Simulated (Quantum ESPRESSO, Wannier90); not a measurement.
## CsCdCl3 (cubic perovskite): Wannier90 run

Structure: Materials Project mp-568544, symmetrised, not relaxed again. COD (Crystallography Open Database) records the formula in this space group. Ideal cubic forms of this type are often high-temperature phases that distort on cooling; symmetry holds the cell here, and its stability was not tested. Method: PBEsol plane waves in Quantum ESPRESSO 7.5 (PseudoDojo norm-conserving files, 82 Ry, spinors with spin-orbit coupling), Bloch states on a 4×4×4 mesh through Γ, Wannier90 4.0.1. Density: 6×6×6 mesh, cold smearing 0.01 Ry.

On the energy scale of pw.x, whose zero is arbitrary, the valence-band maximum lies at 3.46 eV.

Input w.win:

```
num_bands = 2
num_wann = 2
exclude_bands = 1-8,11-84
spinors = true
num_iter = 1000
conv_tol = 1.0e-6
conv_window = 4
write_hr = true
write_u_matrices = true
auto_projections = true
begin unit_cell_cart
ang
    5.2644000000    0.0000000000    0.0000000000
    0.0000000000    5.2644000000    0.0000000000
    0.0000000000    0.0000000000    5.2644000000
end unit_cell_cart
begin atoms_frac
Cs   0.0000000000  0.0000000000  0.0000000000
Cd   0.5000000000  0.5000000000  0.5000000000
Cl   0.0000000000  0.5000000000  0.5000000000
Cl   0.5000000000  0.0000000000  0.5000000000
Cl   0.5000000000  0.5000000000  0.0000000000
end atoms_frac
mp_grid = 4 4 4
begin kpoints
0.0000000000 0.0000000000 0.0000000000
0.0000000000 0.0000000000 0.2500000000
0.0000000000 0.0000000000 0.5000000000
... (61 more lines: the 4x4x4 mesh through Gamma)
end kpoints
```

Input of pw2wannier90.x that gives the overlap and projection files (equivalent; here they were cut from one run over all bands):

```
&inputpp
  outdir = './out'
  prefix = 'pwscf'
  seedname = 'w'
  write_amn = .true.
  write_mmn = .true.
  atom_proj = .true.
  atom_proj_exclude = 3 4 5 6 7 8 9 10 11 12 13 14 15 16 17 18 19 20 21 22 23 24 25 26 27 28 29 30 31 32 33 34 35 36 37 38 39 40 41 42 43 44 45 46 47 48 49 50 51 52 53 54
/
```

Output w.wout (banner and timings cut):

```
                                    ------
                                    SYSTEM
                                    ------

                              Lattice Vectors (Ang)
                    a_1     5.264400   0.000000   0.000000
                    a_2     0.000000   5.264400   0.000000
                    a_3     0.000000   0.000000   5.264400

                   Unit Cell Volume:     145.89709  (Ang^3)

                        Reciprocal-Space Vectors (Ang^-1)
                    b_1     1.193524   0.000000   0.000000
                    b_2     0.000000   1.193524   0.000000
                    b_3     0.000000   0.000000   1.193524

 *----------------------------------------------------------------------------*
 |   Site       Fractional Coordinate          Cartesian Coordinate (Ang)     |
 +----------------------------------------------------------------------------+
 | cs   1   0.00000   0.00000   0.00000   |    0.00000   0.00000   0.00000    |
 | cd   1   0.50000   0.50000   0.50000   |    2.63220   2.63220   2.63220    |
 | cl   1   0.00000   0.50000   0.50000   |    0.00000   2.63220   2.63220    |
 | cl   2   0.50000   0.00000   0.50000   |    2.63220   0.00000   2.63220    |
 | cl   3   0.50000   0.50000   0.00000   |    2.63220   2.63220   0.00000    |
 *----------------------------------------------------------------------------*
                                ------------
                                K-POINT GRID
                                ------------

             Grid size =  4 x  4 x  4      Total points =   64

 *---------------------------------- MAIN ------------------------------------*
 |  Number of Wannier Functions               :                 2             |
 |  Number of Objective Wannier Functions     :                 2             |
 |  Number of input Bloch states              :                 2             |
 |  Output verbosity (1=low, 5=high)          :                 1             |
 |  Timing Level (1=low, 5=high)              :                 1             |
 |  Optimisation (0=memory, 3=speed)          :                 3             |
 |  Length Unit                               :               Ang             |
 |  Post-processing setup (write *.nnkp)      :                 F             |
 |  Using Gamma-only branch of algorithms     :                 F             |
 *----------------------------------------------------------------------------*
 *------------------------------- WANNIERISE ---------------------------------*
 |  Total number of iterations                :              1000             |
 |  Number of CG steps before reset           :                 5             |
 |  Trial step length for line search         :             2.000             |
 |  Convergence tolerence                     :         0.100E-05             |
 |  Convergence window                        :                 4             |
 |  Iterations between writing output         :                 1             |
 |  Iterations between backing up to disk     :               100             |
 |  Write r^2_nm to file                      :                 F             |
 |  Write xyz WF centres to file              :                 F             |
 |  Write on-site energies <0n|H|0n> to file  :                 F             |
 |  Use guiding centre to control phases      :                 F             |
 |  Use phases for initial projections        :                 F             |
 *----------------------------------------------------------------------------*
 *-------------------------------- PLOTTING ----------------------------------*
 |  Plotting Hamiltonian in WF basis          :                 T             |
 *----------------------------------------------------------------------------*

       ... (k-mesh section left out)

 Starting a new Wannier90 calculation ...

 Reading overlaps from w.mmn

 Reading projections from w.amn

 *------------------------------- WANNIERISE ---------------------------------*
 +--------------------------------------------------------------------+<-- CONV
 | Iter  Delta Spread     RMS Gradient      Spread (Ang^2)            |<-- CONV
 +--------------------------------------------------------------------+<-- CONV

 ------------------------------------------------------------------------------
 Initial State
  WF centre and spread    1  ( -0.000000, -0.000000,  0.000000 )     0.95549370
  WF centre and spread    2  ( -0.000000,  0.000000,  0.000000 )     0.95549370
  Sum of centres and spreads ( -0.000000,  0.000000,  0.000000 )     1.91098740

      0     0.191E+01     0.0000000000        1.9109874041  <-- CONV
        O_D=      0.0000000 O_OD=      0.0000000 O_TOT=      1.9109874 <-- SPRD
 ------------------------------------------------------------------------------
      1     0.000E+00     0.0000000000        1.9109874041  <-- CONV
        O_D=      0.0000000 O_OD=      0.0000000 O_TOT=      1.9109874 <-- SPRD
      2     0.000E+00     0.0000000000        1.9109874041  <-- CONV
        O_D=      0.0000000 O_OD=      0.0000000 O_TOT=      1.9109874 <-- SPRD
      3     0.000E+00     0.0000000000        1.9109874041  <-- CONV
        O_D=      0.0000000 O_OD=      0.0000000 O_TOT=      1.9109874 <-- SPRD
      4     0.000E+00     0.0000000000        1.9109874041  <-- CONV
        O_D=      0.0000000 O_OD=      0.0000000 O_TOT=      1.9109874 <-- SPRD
             <<<     Delta < 1.000E-06  over  4 iterations     >>>
             <<< Wannierisation convergence criteria satisfied >>>
 Final State
  WF centre and spread    1  ( -0.000000, -0.000000,  0.000000 )     0.95549370
  WF centre and spread    2  ( -0.000000,  0.000000,  0.000000 )     0.95549370
  Sum of centres and spreads ( -0.000000,  0.000000,  0.000000 )     1.91098740

         Spreads (Ang^2)       Omega I      =     1.910987403
        ================       Omega D      =     0.000000000
                               Omega OD     =     0.000000001
    Final Spread (Ang^2)       Omega Total  =     1.910987404
```
